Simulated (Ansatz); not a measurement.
# Al started midway between two neighbours in cubic perovskite LaGaO3, 41 atoms, charge +2

Theory: DFT, PBEsol, PAW, plane waves (Ansatz).

Command:

```sh
ansatz run in.yaml --threads 7 --pin off --max-ram 13300MiB --runs-dir r --events-out ev --progress --plain
```

The input less its lattice and atoms (starting moments on atoms near the defect: 1 μB in all):

```yaml
crystal:
  symmetry: { detect: false }
kpoints:
  mp_grid: { grid: [1, 1, 1], shift: [0.25, 0.25, 0.25] }
hamiltonian:
  xc: pbesol
total_charge: 2
magnetization:
  spin_polarized: true
scf:
  occupations: { method: fermi_dirac, width: 0.01 }
relax:
  f_tol: 0.03
  max_steps: 80
  escape_saddle: false
  adjacent_minimum: "off"
output:
  forces: true
  eigenvalues: true
  populations: true
  charged_corrections: { epsilon: 27 }
```

Start:

```xyz
41
Lattice="7.7293 0.0000 0.0000 0.0000 7.7293 0.0000 0.0000 0.0000 7.7293" Properties=species:S:1:pos:R:3 pbc="T T T"
La    0.0245    0.0245    7.7217
La    7.7135    0.0177    3.8803
La    7.7213    3.8326    0.0239
La    0.0210    3.8372    3.8973
La    3.8922    0.0026    0.0047
La    3.8610    7.7224    3.8626
La    3.8887    3.8662    7.7157
La    4.5547    4.5323    3.8642
Ga    1.9311    1.9378    1.9021
Ga    1.9184    1.9308    5.7886
Ga    1.9197    5.7925    1.9271
Ga    1.9183    5.8018    5.7708
Ga    5.7894    1.9185    1.9314
Ga    5.7858    1.8925    5.7816
Ga    5.7941    5.7814    1.9512
Ga    5.7910    5.8252    5.7958
O     1.9134    1.9432    7.7195
O     1.2688    1.2564    3.8641
O     1.9531    5.7759    7.6907
O     1.9303    5.8315    3.8510
O     5.7674    1.9190    7.7164
O     5.7869    1.9263    3.8724
O     5.8193    5.7724    7.6741
O     5.7726    5.8029    3.8835
O     7.7103    1.9532    1.9227
O     7.7097    1.9288    5.8221
O     7.7204    5.7535    1.9326
O     0.0148    5.7867    5.7855
O     3.8350    1.9316    1.9252
O     3.8918    1.9438    5.8111
O     3.8775    5.8090    1.9337
O     3.8769    5.7509    5.8098
O     1.9231    0.0184    1.9700
O     1.8853    7.7250    5.7863
O     1.9060    3.8855    1.9172
O     1.9099    3.8552    5.8179
O     5.7609    0.0329    1.9518
O     5.7820    7.7189    5.8209
O     5.7999    3.8797    1.9141
O     5.8065    3.8658    5.7761
Al    2.8989    2.9051    3.8463
```

Steps:

| step | energy less the first (eV) | largest force component (eV/Å) |
| --- | --- | --- |
| start | 0.000 | 9.386 |
| 1 | -6.200 | 5.381 |
| 2 | -9.587 | 3.072 |
| 3 | -11.610 | 1.567 |
| 4 | -12.208 | 1.397 |
| 5 | -12.396 | 0.960 |
| 6 | -12.657 | 0.512 |
| 7 | -12.735 | 0.693 |
| 8 | -12.859 | 0.212 |
| 9 | -12.864 | 0.048 |
| 10 | -12.865 | 0.036 |
| 11 | -12.865 | 0.016 |

A structure on the way, about -9.59 eV from the start:

```
La Ga O Al
1.0
     7.72931    0.00000    0.00000
     0.00000    7.72931    0.00000
     0.00000    0.00000    7.72931
La Ga O Al
8 8 24 1
Cartesian
  0.0118 7.7126 7.7241
  7.6654 7.6411 3.8594
  7.6658 3.8922 7.7093
  0.0198 3.8419 3.8800
  3.8645 7.6530 7.7247
  3.8029 0.0327 3.8327
  3.8735 3.8887 7.6819
  4.4451 4.4348 3.8850
  1.8250 1.8143 1.7811
  1.8216 1.8291 5.9151
  1.9739 5.7159 1.9525
  1.9696 5.7454 5.7931
  5.7380 1.9655 1.9404
  5.7293 1.9696 5.7820
  5.8863 5.8747 1.8554
  5.8841 5.9076 5.8866
  2.0492 2.0380 7.7189
  1.4314 1.4448 3.8555
  1.9674 5.5083 0.0028
  2.0697 5.9075 3.8728
  5.4684 1.9674 0.0007
  5.9242 2.0456 3.8659
  5.8644 5.8421 7.7286
  5.8760 5.9182 3.8732
  7.6484 1.9740 1.6459
  7.6455 1.9695 6.0713
  0.0439 5.7615 1.9850
  0.0520 5.7666 5.7419
  3.7437 1.9186 2.2041
  3.7708 1.9347 5.5428
  3.9459 5.8432 1.8885
  3.9426 5.8290 5.8486
  1.9778 7.6449 1.6869
  1.9708 7.6597 6.0549
  1.9001 3.7550 2.1892
  1.9091 3.7578 5.5521
  5.7410 0.0517 1.9706
  5.7513 0.0548 5.7786
  5.8326 3.9398 1.8922
  5.8625 3.9478 5.8180
  2.7506 2.7463 3.8415
```

End:

```
La Ga O Al
1.0
     7.72931    0.00000    0.00000
     0.00000    7.72931    0.00000
     0.00000    0.00000    7.72931
La Ga O Al
8 8 24 1
Direct
  0.02020 0.97108 0.99975
  0.97732 0.00169 0.50199
  0.00282 0.48369 0.99928
  0.98407 0.53835 0.49904
  0.51320 0.98679 0.99977
  0.48972 0.00233 0.49884
  0.51414 0.50828 0.00075
  0.60229 0.52611 0.50063
  0.23959 0.22950 0.22756
  0.24101 0.23093 0.77389
  0.25651 0.73977 0.25638
  0.25685 0.73955 0.74362
  0.75013 0.24964 0.24644
  0.75081 0.24932 0.75350
  0.75518 0.76432 0.24188
  0.75481 0.76363 0.75880
  0.28900 0.29954 0.00101
  0.20395 0.18949 0.49492
  0.23522 0.69125 0.99913
  0.25743 0.79503 0.50036
  0.68557 0.24644 0.99889
  0.79878 0.27173 0.50084
  0.76722 0.77358 0.00041
  0.75464 0.77459 0.49996
  0.99488 0.21672 0.19389
  0.99624 0.21573 0.80333
  0.00345 0.77798 0.26315
  0.00306 0.77519 0.73732
  0.47968 0.28248 0.31854
  0.47663 0.28064 0.67934
  0.50526 0.72014 0.23908
  0.50562 0.71960 0.76160
  0.27979 0.98985 0.19971
  0.27969 0.99122 0.79813
  0.21545 0.48513 0.30760
  0.21419 0.48277 0.69179
  0.71222 0.00885 0.26583
  0.71121 0.00831 0.73329
  0.77737 0.50308 0.23006
  0.77752 0.50246 0.77037
  0.32044 0.37949 0.49956
```

Self-consistency was reached.

Time: 2.1 min of wall time on 7 threads of a Neoverse-V2 processor, on a host shared with other runs; peak host memory 1.6 GiB.

**Question.** How much energy did the relaxation gain, and which atom moved most?

**Answer.** 12.87 eV in 11 steps, from a start with small random displacements (neighbours that lie too close to an added atom are first pushed off) (the gain also holds any tilting of the ideal host); atom 30 (O) moved 0.64 Å, the median atom 0.28 Å (drift of the whole cell removed).

The moment started at 1 μB and ended at 1.0 μB; no other spin state is shown. The one k point has no symmetry partners, which can distort the end along one axis.
